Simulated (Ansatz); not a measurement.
# A plane-wave run on CsH3I2

Input file of Ansatz 0.2.0:

```yaml
crystal:
  lattice:
    - [0.0, 5.401509, 0.0]
    - [5.401509, 0.0, 0.0]
    - [2.700754, 2.700754, -9.534115]
  atoms:
    - { symbol: Cs, position: [0.875, 0.125, 0.75] }
    - { symbol: Cs, position: [0.125, 0.875, 0.25] }
    - { symbol: I, position: [0.706, 0.456, 0.088] }
    - { symbol: I, position: [0.456, 0.706, 0.588] }
    - { symbol: I, position: [0.294, 0.544, 0.912] }
    - { symbol: I, position: [0.544, 0.294, 0.412] }
    - { symbol: H, position: [0.625, 0.375, 0.25] }
    - { symbol: H, position: [0.375, 0.625, 0.75] }
    - { symbol: H, position: [0.5, 0.5, 0.0] }
    - { symbol: H, position: [0.5, 0.0, 0.5] }
    - { symbol: H, position: [0.0, 0.5, 0.0] }
    - { symbol: H, position: [0.5, 0.5, 0.5] }
  symmetry: { tolerance: 0.0003 }
kpoints:
  mp_grid: { grid: [7, 7, 7], shift: [0, 0, 0] }
  band_path:
    path:
      - [0.0, 0.0, 0.0]
      - [0.5, 0.5, 0.5]
      - [0.5, 0.5, 0.25]
      - [0.0, 0.5, 0.0]
      - [0.0, 0.0, 0.0]
      - [0.0, 0.0, -0.5]
      - [0.0, 0.45987829, -0.27006086]
      - [0.0, 0.54012171, 0.27006086]
      - [0.0, 0.0, 0.0]
      - [0.5, 0.5, 0.5]
      - [0.45987829, 0.54012171, 0.5]
    npoints: 6
magnetization:
  spin_polarized: false
scf:
  occupations: { method: fermi_dirac }
  lower_state_search: "off"
  max_iter: 200
hamiltonian:
  pseudopotentials: { kind: paw }
  xc: r2scan
basis:
  ecutwfc: 500
  fft_grid_basis: typed
output:
  forces: true
  stress: true
  eigenvalues: true
  bader: true
  populations: true
  elf: true
  write_potential: true
  volumetric_format: npy
  dos:
    e_range: [-12, 8]
    de: 0.05
    projected: { site_lists: { Cs: [Cs], H: [H], I: [I] } }
checkpoint:
  read: saved_state
```

The saved state is an earlier solution for the same cell, perhaps on another mesh. 

Parts of the output:

```
Pseudopotentials: kind: paw
Pseudopotential: Cs, paw, valence charge 9, recommended cutoff 500 eV (meta_gga), Cs.paw.azcp
Pseudopotential: I, paw, valence charge 17, recommended cutoff 500 eV (meta_gga), I.paw.azcp
Pseudopotential: H, paw, valence charge 1, recommended cutoff 500 eV (meta_gga), H.paw.azcp
Functional definition: r2SCAN
  exchange = r2scan_x(k0 = k0, k1 = k1, a1 = a1)
  correlation = r2scan_c
Crystal: 12 atoms, lattice volume = 278.170 Å³
Basis set: ecut = 500 eV, 7067 PW (Γ), exchange–correlation on 160×160×300 points (64 copies of the dense FFT grid, shifted against one another)
Bands: 58, of which v1, the nominal top of the filled ones, is band 46 counted from 1 (45 counted from 0)
Symmetry: 16 space group operations
Space group: I41/amd (ITA 141), of the structure as read, at distance tolerance 2.0e-3 Å
k-points: 40 of 343
Initial density: read from a saved state, or passed on in memory by an earlier SCF of this step, an earlier step, the calling program or the single point that the run made first
Functional: x = r2scan, c = r2scan; τ floored in thin density (d = 2e-4 eV/Å³)
SCF iter   1: F=-41560.6818 eV  Δρ=6.92e-4  dr2=1.73e-3  dr2_τ=1.35e-4
SCF iter   2: F=-41560.6825 eV  Δρ=1.92e-4  dr2=9.12e-5  dr2_τ=4.02e-6
SCF iter   3: F=-41560.6824 eV  Δρ=1.23e-4  dr2=5.03e-5  dr2_τ=9.14e-7
SCF iter   4: F=-41560.6824 eV  Δρ=3.49e-5  dr2=2.54e-6  dr2_τ=1.07e-7
SCF iter   5: F=-41560.6824 eV  Δρ=9.21e-6  dr2=2.53e-7  dr2_τ=6.26e-9
SCF iter   6: F=-41560.6824 eV  Δρ=2.32e-6  dr2=1.54e-8  dr2_τ=2.45e-10
Free energy (F): -41560.6824 eV
Harris-Foulkes:  -41560.6824 eV  (|F-HF|=9.02e-9)
Internal energy: -41560.5773 eV  (E = F + TS)
E sigma→0 (E₀):  -41560.6299 eV
Entropy (-TS):   -0.1051 eV (-8.759 meV/atom)
Fermi energy:    8.4986 eV
--- Per-component energies (eV) ---
  E_band       = -1771.2767
  E_kinetic    = 1169.3747
  E_local      = -10524.6370  (includes V_loc(G=0)·N_el)
  E_nonlocal   = -286.3319
  E_hartree    = 5253.7923
  E_xc         = -876.2318
  E_vxc        = -931.4794  (∫ρ·V_xc dr)
  E_paw        = -29548.3651  (= ΣΔE_a)
  E_vpaw       = -1757.1625  (= ΣTr[D̂ρ^β])
  E_aug_tail   = -0.0029  (compensation charges beyond the density's cutoff)
  E_vtau       = 51.3879  (kinetic-family band-sum trace: ∫τ·v_τ [+ j·A + Jᵃ·Aᵃ] dr)
  E_ewald      = -6748.5675
  E_core_change = 0.3920  (= ΣΔE_core)
  E_smearing   = -0.1051  (= −TS)
--- Stress (GPa, compression-positive) ---
       16.8018       0.0000       0.0000
        0.0000      16.8018       0.0000
        0.0000       0.0000      41.3721
  P = ⅓ Tr σ = 24.9919 GPa (249.919 kbar)
--- Löwdin populations: 12 sites ---
  site symbol       q [e]
     0     Cs      8.8462
     1     Cs      8.8462
     2      I     16.6001
     3      I     16.6001
     4      I     16.6001
     5      I     16.6001
     6      H      1.0636
     7      H      1.0636
     8      H      1.0596
     9      H      1.0596
    10      H      1.0596
    11      H      1.0596
  spilling = 0.0168 (of n_electrons = 92.0000)
--- Bader charges: 12 sites ---
  site symbol  charge [e]  shift [e]
     0     Cs      0.6063     0.0000
     1     Cs      0.6063     0.0000
     2      I     -0.0663     0.0004
     3      I     -0.0664     0.0004
     4      I     -0.0664     0.0004
     5      I     -0.0665     0.0004
     6      H     -0.1596     0.0005
     7      H     -0.1596     0.0005
     8      H     -0.1570     0.0002
     9      H     -0.1570     0.0002
    10      H     -0.1569     0.0002
    11      H     -0.1569     0.0002
```

Origin: a known structure type with other elements, at an estimated volume, so it need not be a known compound. Caveats: atoms or cell far from equilibrium.
